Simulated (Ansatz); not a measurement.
Ansatz (a quantum-chemistry and plane-wave program) input:

Ansatz 0.2 input:
```yaml
crystal:
  lattice:
    - [4.7895745725, 0.0, 0.0]
    - [0.0, 4.7895745725, 0.0]
    - [0.0, 0.0, 3.1860570391]
  atoms:
    - { symbol: Hf, position: [0.0, 0.0, 0.0] }
    - { symbol: Hf, position: [0.5, 0.5, 0.5] }
    - { symbol: O, position: [0.1951098893, 0.8048901107, 0.5] }
    - { symbol: O, position: [0.8048901107, 0.1951098893, 0.5] }
    - { symbol: O, position: [0.6951098893, 0.6951098893, 0.0] }
    - { symbol: O, position: [0.3048901107, 0.3048901107, 0.0] }
kpoints:
  mp_grid: { grid: [6, 6, 9] }
hamiltonian:
  xc: lda
  pseudopotentials: { azcp: { folder: ./paw }, kind: paw }
scf:
  occupations: { method: fixed }
elastic: { mode: relaxed_ion, stencil: two_point, amplitude: 0.005, f_tol: 0.0005 }
```

Output (shortened):

```
Pseudopotentials: kind: paw
Pseudopotential: Hf, paw, valence charge 26
Pseudopotential: O, paw, valence charge 6
Functional definition: SPW92
Crystal: 6 atoms, lattice volume = 73.088 Å³
Basis set: ecut = 420 eV, 1431 PW (Γ)
Bands: 46, of which v1, the nominal top of the filled ones, is band 38 counted from 1 (37 counted from 0)
Symmetry: 16 space group operations
Space group: P42/mnm (ITA 136), of the structure as read, at distance tolerance 4.2e-5 Å
k-points: 50 of 324
PAW frozen core: Hf, regenerated for the run's functional, and the local potential with it
PAW frozen core: O, regenerated for the run's functional, and the local potential with it
Initial density: superposition of atomic densities (chi_scale 0.1, normalization cell, long waves kept (reshape's long-wave potential 0.00 eV rms))
Initial wavefunctions: pseudopotential atomic-orbital guess
Eigensolver: davidson
Functional: x = slater, c = lda
all-band conjugate gradients solve this SCF's bands
SCF 1 converged in 14 iterations: F = -33187.140861 eV  dr2 = 4.73e-15
Crystal: 6 atoms, lattice volume = 72.723 Å³
Basis set: ecut = 420 eV, 1429 PW (Γ)
Symmetry: 8 space group operations
k-points: 80 of 324
Initial density: handed on by an earlier stage of this run
Initial wavefunctions: pseudopotential atomic-orbital guess (no wavefunctions were taken with the density)
SCF 2 converged in 13 iterations: F = -33187.139288 eV  dr2 = 4.12e-15
relax step   1: F+E_penalty+E_count = -33187.13928756 eV  Δ(F+E_penalty+E_count) = +0.000e0 eV  max|allowed force component| = 3.799e-3 eV/Å  Δτ_max = 0.0000 Å  (13 SCF iters, accepted)
density extrapolation: transplant  |δρ|_rms = 6.257e-2 e/Å³  SAD shift = 2.064e-3 e/Å³
Crystal: 6 atoms, lattice volume = 72.723 Å³
Initial wavefunctions: those handed on with the density
SCF 3 converged in 9 iterations: F = -33187.139301 eV  dr2 = 2.84e-15
relax step   2: F+E_penalty+E_count = -33187.13930138 eV  Δ(F+E_penalty+E_count) = -1.381e-5 eV  max|allowed force component| = 2.336e-3 eV/Å  Δτ_max = 0.0010 Å  (9 SCF iters, accepted)
density extrapolation: transplant  |δρ|_rms = 6.257e-2 e/Å³  SAD shift = 8.540e-3 e/Å³
Crystal: 6 atoms, lattice volume = 72.723 Å³
SCF 4 converged in 10 iterations: F = -33187.139326 eV  dr2 = 1.57e-15
relax step   3: F+E_penalty+E_count = -33187.13932630 eV  Δ(F+E_penalty+E_count) = -2.493e-5 eV  max|allowed force component| = 3.225e-4 eV/Å  Δτ_max = 0.0043 Å  (10 SCF iters, accepted)
Crystal: 6 atoms, lattice volume = 72.723 Å³
SCF 5 converged in 2 iterations: F = -33187.139326 eV  dr2 = 6.87e-16
Crystal: 6 atoms, lattice volume = 73.454 Å³
SCF 6 converged in 12 iterations: F = -33187.139220 eV  dr2 = 4.76e-14
relax step   1: F+E_penalty+E_count = -33187.13921991 eV  Δ(F+E_penalty+E_count) = +0.000e0 eV  max|allowed force component| = 2.844e-3 eV/Å  Δτ_max = 0.0000 Å  (12 SCF iters, accepted)
density extrapolation: transplant  |δρ|_rms = 6.220e-2 e/Å³  SAD shift = 1.059e-2 e/Å³
Crystal: 6 atoms, lattice volume = 73.454 Å³
SCF 7 converged in 10 iterations: F = -33187.139250 eV  dr2 = 1.31e-15
relax step   2: F+E_penalty+E_count = -33187.13924952 eV  Δ(F+E_penalty+E_count) = -2.961e-5 eV  max|allowed force component| = 9.309e-4 eV/Å  Δτ_max = 0.0053 Å  (10 SCF iters, accepted)
density extrapolation: transplant  |δρ|_rms = 6.220e-2 e/Å³  SAD shift = 2.094e-3 e/Å³
Crystal: 6 atoms, lattice volume = 73.454 Å³
SCF 8 converged in 9 iterations: F = -33187.139251 eV  dr2 = 1.34e-14
relax step   3: F+E_penalty+E_count = -33187.13925144 eV  Δ(F+E_penalty+E_count) = -1.927e-6 eV  max|allowed force component| = 4.154e-5 eV/Å  Δτ_max = 0.0011 Å  (9 SCF iters, accepted)
Crystal: 6 atoms, lattice volume = 73.454 Å³
SCF 9 converged in 2 iterations: F = -33187.139251 eV  dr2 = 5.74e-15
Crystal: 6 atoms, lattice volume = 72.723 Å³
SCF 10 converged in 13 iterations: F = -33187.137843 eV  dr2 = 3.78e-15
relax step   1: F+E_penalty+E_count = -33187.13784313 eV  Δ(F+E_penalty+E_count) = +0.000e0 eV  max|allowed force component| = 3.840e-2 eV/Å  Δτ_max = 0.0000 Å  (13 SCF iters, accepted)
density extrapolation: transplant  |δρ|_rms = 6.256e-2 e/Å³  SAD shift = 3.415e-3 e/Å³
Crystal: 6 atoms, lattice volume = 72.723 Å³
SCF 11 converged in 10 iterations: F = -33187.138069 eV  dr2 = 8.11e-15
relax step   2: F+E_penalty+E_count = -33187.13806917 eV  Δ(F+E_penalty+E_count) = -2.260e-4 eV  max|allowed force component| = 8.301e-3 eV/Å  Δτ_max = 0.0017 Å  (10 SCF iters, accepted)
density extrapolation: transplant  |δρ|_rms = 6.255e-2 e/Å³  SAD shift = 9.417e-4 e/Å³
Crystal: 6 atoms, lattice volume = 72.723 Å³
SCF 12 converged in 9 iterations: F = -33187.138080 eV  dr2 = 1.18e-14
relax step   3: F+E_penalty+E_count = -33187.13808026 eV  Δ(F+E_penalty+E_count) = -1.108e-5 eV  max|allowed force component| = 4.189e-6 eV/Å  Δτ_max = 0.0005 Å  (9 SCF iters, accepted)
Crystal: 6 atoms, lattice volume = 72.723 Å³
SCF 13 converged in 2 iterations: F = -33187.138080 eV  dr2 = 4.99e-15
Crystal: 6 atoms, lattice volume = 73.454 Å³
Basis set: ecut = 420 eV, 1439 PW (Γ)
SCF 14 converged in 12 iterations: F = -33187.137877 eV  dr2 = 5.78e-14
relax step   1: F+E_penalty+E_count = -33187.13787729 eV  Δ(F+E_penalty+E_count) = +0.000e0 eV  max|allowed force component| = 3.566e-2 eV/Å  Δτ_max = 0.0000 Å  (12 SCF iters, accepted)
density extrapolation: transplant  |δρ|_rms = 6.222e-2 e/Å³  SAD shift = 4.027e-3 e/Å³
Crystal: 6 atoms, lattice volume = 73.454 Å³
SCF 15 converged in 10 iterations: F = -33187.138088 eV  dr2 = 4.02e-15
relax step   2: F+E_penalty+E_count = -33187.13808796 eV  Δ(F+E_penalty+E_count) = -2.107e-4 eV  max|allowed force component| = 1.068e-3 eV/Å  Δτ_max = 0.0020 Å  (10 SCF iters, accepted)
density extrapolation: transplant  |δρ|_rms = 6.223e-2 e/Å³  SAD shift = 1.244e-4 e/Å³
Crystal: 6 atoms, lattice volume = 73.454 Å³
SCF 16 converged in 8 iterations: F = -33187.138088 eV  dr2 = 1.12e-14
relax step   3: F+E_penalty+E_count = -33187.13808815 eV  Δ(F+E_penalty+E_count) = -1.892e-7 eV  max|allowed force component| = 4.569e-7 eV/Å  Δτ_max = 0.0001 Å  (8 SCF iters, accepted)
Crystal: 6 atoms, lattice volume = 73.454 Å³
SCF 17 converged in 2 iterations: F = -33187.138088 eV  dr2 = 5.16e-15
Crystal: 6 atoms, lattice volume = 73.088 Å³
Symmetry: 4 space group operations
k-points: 112 of 324
SCF 18 converged in 11 iterations: F = -33187.139995 eV  dr2 = 1.01e-14
relax step   1: F+E_penalty+E_count = -33187.13999486 eV  Δ(F+E_penalty+E_count) = +0.000e0 eV  max|allowed force component| = 4.460e-2 eV/Å  Δτ_max = 0.0000 Å  (11 SCF iters, accepted)
density extrapolation: transplant  |δρ|_rms = 6.239e-2 e/Å³  SAD shift = 4.158e-3 e/Å³
Crystal: 6 atoms, lattice volume = 73.088 Å³
SCF 19 converged in 9 iterations: F = -33187.140241 eV  dr2 = 3.01e-14
relax step   2: F+E_penalty+E_count = -33187.14024126 eV  Δ(F+E_penalty+E_count) = -2.464e-4 eV  max|allowed force component| = 1.438e-2 eV/Å  Δτ_max = 0.0021 Å  (9 SCF iters, accepted)
density extrapolation: transplant  |δρ|_rms = 6.239e-2 e/Å³  SAD shift = 1.978e-3 e/Å³
Crystal: 6 atoms, lattice volume = 73.088 Å³
SCF 20 converged in 9 iterations: F = -33187.140270 eV  dr2 = 5.30e-15
relax step   3: F+E_penalty+E_count = -33187.14026984 eV  Δ(F+E_penalty+E_count) = -2.858e-5 eV  max|allowed force component| = 9.107e-5 eV/Å  Δτ_max = 0.0010 Å  (9 SCF iters, accepted)
Crystal: 6 atoms, lattice volume = 73.088 Å³
SCF 21 converged in 2 iterations: F = -33187.140270 eV  dr2 = 1.52e-15
Crystal: 6 atoms, lattice volume = 73.088 Å³
SCF 22 converged in 11 iterations: F = -33187.139995 eV  dr2 = 1.05e-14
relax step   1: F+E_penalty+E_count = -33187.13999486 eV  Δ(F+E_penalty+E_count) = +0.000e0 eV  max|allowed force component| = 4.460e-2 eV/Å  Δτ_max = 0.0000 Å  (11 SCF iters, accepted)
density extrapolation: transplant  |δρ|_rms = 6.239e-2 e/Å³  SAD shift = 6.138e-3 e/Å³
Crystal: 6 atoms, lattice volume = 73.088 Å³
SCF 23 converged in 9 iterations: F = -33187.140270 eV  dr2 = 9.85e-14
relax step   2: F+E_penalty+E_count = -33187.14026977 eV  Δ(F+E_penalty+E_count) = -2.749e-4 eV  max|allowed force component| = 6.435e-4 eV/Å  Δτ_max = 0.0031 Å  (9 SCF iters, accepted)
density extrapolation: transplant  |δρ|_rms = 6.239e-2 e/Å³  SAD shift = 9.187e-5 e/Å³
Crystal: 6 atoms, lattice volume = 73.088 Å³
SCF 24 converged in 7 iterations: F = -33187.140270 eV  dr2 = 4.55e-14
relax step   3: F+E_penalty+E_count = -33187.14026983 eV  Δ(F+E_penalty+E_count) = -6.102e-8 eV  max|allowed force component| = 1.480e-4 eV/Å  Δτ_max = 0.0000 Å  (7 SCF iters, accepted)
Crystal: 6 atoms, lattice volume = 73.088 Å³
SCF 25 converged in 2 iterations: F = -33187.140270 eV  dr2 = 2.25e-14
Crystal: 6 atoms, lattice volume = 73.088 Å³
k-points: 65 of 324
SCF 26 converged in 15 iterations: F = -33187.139631 eV  dr2 = 4.92e-14
relax step   1: F+E_penalty+E_count = -33187.13963082 eV  Δ(F+E_penalty+E_count) = +0.000e0 eV  max|allowed force component| = 1.726e-2 eV/Å  Δτ_max = 0.0000 Å  (15 SCF iters, accepted)
density extrapolation: transplant  |δρ|_rms = 6.239e-2 e/Å³  SAD shift = 1.498e-3 e/Å³
Crystal: 6 atoms, lattice volume = 73.088 Å³
SCF 27 converged in 10 iterations: F = -33187.139659 eV  dr2 = 5.83e-14
relax step   2: F+E_penalty+E_count = -33187.13965910 eV  Δ(F+E_penalty+E_count) = -2.828e-5 eV  max|allowed force component| = 3.528e-3 eV/Å  Δτ_max = 0.0008 Å  (10 SCF iters, accepted)
density extrapolation: transplant  |δρ|_rms = 6.239e-2 e/Å³  SAD shift = 2.594e-4 e/Å³
Crystal: 6 atoms, lattice volume = 73.088 Å³
SCF 28 converged in 8 iterations: F = -33187.139660 eV  dr2 = 3.96e-14
relax step   3: F+E_penalty+E_count = -33187.13966040 eV  Δ(F+E_penalty+E_count) = -1.296e-6 eV  max|allowed force component| = 2.463e-5 eV/Å  Δτ_max = 0.0001 Å  (8 SCF iters, accepted)
Crystal: 6 atoms, lattice volume = 73.088 Å³
SCF 29 converged in 2 iterations: F = -33187.139660 eV  dr2 = 1.93e-14
Crystal: 6 atoms, lattice volume = 73.088 Å³
SCF 30 converged in 15 iterations: F = -33187.139631 eV  dr2 = 4.97e-14
relax step   1: F+E_penalty+E_count = -33187.13963082 eV  Δ(F+E_penalty+E_count) = +0.000e0 eV  max|allowed force component| = 1.726e-2 eV/Å  Δτ_max = 0.0000 Å  (15 SCF iters, accepted)
density extrapolation: transplant  |δρ|_rms = 6.239e-2 e/Å³  SAD shift = 1.241e-3 e/Å³
Crystal: 6 atoms, lattice volume = 73.088 Å³
SCF 31 converged in 10 iterations: F = -33187.139660 eV  dr2 = 2.54e-14
relax step   2: F+E_penalty+E_count = -33187.13966039 eV  Δ(F+E_penalty+E_count) = -2.956e-5 eV  max|allowed force component| = 3.010e-4 eV/Å  Δτ_max = 0.0006 Å  (10 SCF iters, accepted)
Crystal: 6 atoms, lattice volume = 73.088 Å³
SCF 32 converged in 2 iterations: F = -33187.139660 eV  dr2 = 8.66e-15
SCF converged after 14 iterations
Free energy (F): -33187.140861 eV
Harris-Foulkes:  -33187.140861 eV  (|F-HF|=7.28e-12)
Internal energy: -33187.140861 eV  (E = F + TS)
E sigma→0 (E₀):  -33187.140861 eV
Fermi energy:    11.440694 eV
--- Per-component energies (eV) ---
  E_band       = -190.705512
  E_kinetic    = 1484.091526
  E_local      = -15378.847756  (includes V_loc(G=0)·N_el)
  E_nonlocal   = 375.819434
  E_hartree    = 7262.835153
  E_xc         = -809.532874
  E_vxc        = -870.973522  (∫ρ·V_xc dr)
  E_paw        = -15524.810228  (= ΣΔE_a)
  E_vpaw       = -326.468655  (= ΣTr[D̂ρ^β])
  E_aug_tail   = 0.003154  (compensation charges beyond the density's cutoff)
  E_ewald      = -10602.001132
  E_core_change = 5.301862  (= ΣΔE_core)
  E_smearing   =  0.000000  (= −TS)
  E_closure    =  0.000000  (closes the sum)
  Σ components = -33187.140861   (vs F -33187.140861, Δ=0.00e0)
--- Forces (eV/Å), atoms counted from 1 ---
  atom   1  Hf     0.00000000     0.00000000     0.00000000
  atom   2  Hf     0.00000000     0.00000000     0.00000000
  atom   3  O      0.00012669    -0.00012669     0.00000000
  atom   4  O     -0.00012669     0.00012669     0.00000000
  atom   5  O      0.00012669     0.00012669     0.00000000
  atom   6  O     -0.00012669    -0.00012669     0.00000000
  max |Σ_I F_I| component: 4.34e-19 eV/Å
--- Stress (GPa, compression-positive) ---
       -0.003705       0.000000       0.000000
        0.000000      -0.003705       0.000000
        0.000000       0.000000      -0.001635
  P = ⅓ Tr σ = -0.0030 GPa (-0.030 kbar)
  The stress holds the Pulay correction. Without it, at fixed plane waves, as pw.x and ABINIT print it: P = -0.6416 GPa
  The stress includes an estimate of the error left by incomplete SCF convergence (largest component 0.0000 GPa).
--- Band table (eV; the first three rows and the last of 50) ---
  k-point 0: bands = ["-48.7363", "-48.7252", "-17.7574", "-17.7574", "-17.4376", "-17.4376", "-17.3222", "-17.2521", "-6.0515", "-5.1984", "-3.9751", "-3.9751", "1.3550", "1.3550", "1.3630", "1.4008", "1.4008", "1.4022", "1.4098", "1.4098", "1.4327", …
  k-point 1: bands = ["-48.7332", "-48.7227", "-17.7347", "-17.7347", "-17.4354", "-17.4354", "-17.4060", "-17.3425", "-5.8900", "-5.0804", "-4.0694", "-4.0694", "1.3592", "1.3592", "1.3674", "1.4019", "1.4029", "1.4029", "1.4102", "1.4102", "1.4302", …
  k-point 2: bands = ["-48.7252", "-48.7166", "-17.6742", "-17.6742", "-17.6107", "-17.5631", "-17.4323", "-17.4323", "-5.4757", "-4.7982", "-4.3045", "-4.3045", "1.3708", "1.3708", "1.3826", "1.3979", "1.4068", "1.4068", "1.4130", "1.4130", "1.4239", …
  k-point 49: bands = ["-48.7075", "-48.7075", "-17.9581", "-17.9581", "-17.5349", "-17.5349", "-17.4588", "-17.4588", "-4.7967", "-4.7967", "-4.4078", "-4.4078", "1.3937", "1.3937", "1.4040", "1.4040", "1.4099", "1.4099", "1.4146", "1.4146", "1.4184", …
  band table: 46 of 46 bands, residual norms ≤ 1.0e-3 eV
--- Elastic constants: 4 strain directions × 2 members + reference (group order 16) ---
  dense FFT box of the reference and of every strained cell: 36×36×24
  strains applied: 11, 33, 23, 12; error gains …
  C = ∂σ_k/∂η_j (tension-positive GPa; Voigt order 11 22 33 23 13 12):
       290.339    211.904    162.983      0.000      0.000      0.000
       211.904    290.339    162.983      0.000      0.000      0.000
       162.888    162.888    498.763      0.000      0.000      0.000
         0.000      0.000      0.000    105.742      0.000      0.000
         0.000      0.000      0.000      0.000    105.742      0.000
         0.000      0.000      0.000      0.000      0.000    226.097
  reference stress σ⁰ (GPa):      0.004      0.004      0.002      0.000      0.000      0.000
  moduli (Voigt/Reuss/Hill, GPa): K = 239.44/232.78/236.11   G = 123.63/89.11/106.37   E = 277.44   ν = 0.304
  mechanically stable: yes (min eigenvalue of sym C = 78.44 GPa)
  strain η (Voigt 11):  stress-route row diagonal C_11 = 290.34 GPa, energy-path curvature d²(F+E_count+ΔE)/dδ²/Ω₀ = 290.37 GPa
         δ    σ_11 (GPa)             F (eV)   n_scf  n_hpsi   n_pw
    -5.000e-3      -1.4543      -33187.1393263       2   31128   1444   relax 3 steps, max|allowed force component| 3.23e-4 eV/Å
     5.000e-3       1.4491      -33187.1392514       2   30902   1459   relax 3 steps, max|allowed force component| 4.15e-5 eV/Å
  strain η (Voigt 33):  stress-route row diagonal C_33 = 498.76 GPa, energy-path curvature d²(F+E_count+ΔE)/dδ²/Ω₀ = 498.47 GPa
         δ    σ_33 (GPa)             F (eV)   n_scf  n_hpsi   n_pw
    -5.000e-3      -2.5216      -33187.1380803       2   19337   1448   relax 3 steps, max|allowed force component| 4.19e-6 eV/Å
     5.000e-3       2.4661      -33187.1380882       2   20261   1463   relax 3 steps, max|allowed force component| 4.57e-7 eV/Å
  strain η (Voigt 23):  stress-route row diagonal C_44 = 105.74 GPa, energy-path curvature d²(F+E_count+ΔE)/dδ²/Ω₀ = 105.90 GPa
         δ    σ_23 (GPa)             F (eV)   n_scf  n_hpsi   n_pw
    -5.000e-3      -0.5287      -33187.1402698       2   43510   1450   relax 3 steps, max|allowed force component| 9.11e-5 eV/Å
     5.000e-3       0.5287      -33187.1402698       2   43738   1450   relax 3 steps, max|allowed force component| 1.48e-4 eV/Å
  strain η (Voigt 12):  stress-route row diagonal C_66 = 226.10 GPa, energy-path curvature d²(F+E_count+ΔE)/dδ²/Ω₀ = 226.43 GPa
         δ    σ_12 (GPa)             F (eV)   n_scf  n_hpsi   n_pw
    -5.000e-3      -1.1305      -33187.1396604       2   25370   1448   relax 3 steps, max|allowed force component| 2.46e-5 eV/Å
     5.000e-3       1.1305      -33187.1396604       2   25496   1448   relax 2 steps, max|allowed force component| 3.01e-4 eV/Å
```

Cost: roughly 4 core-minutes on shared cores.

Space group P4_2/mnm (rutile). The first step of the workflow began from a Materials Project structure, measured or hypothetical; the Crystallography Open Database copy checked does not list it. It is not the phase usual at ambient conditions (space group No. 14, 29). The LDA relaxation kept the symmetry of its start; of distortions, only those at the zone centre were tested. No spin polarisation was allowed. Spin–orbit coupling is left out wherever it is not named.

Potentials: the earlier of the program's two PAW sets.

Ansatz is a plane-wave DFT program.
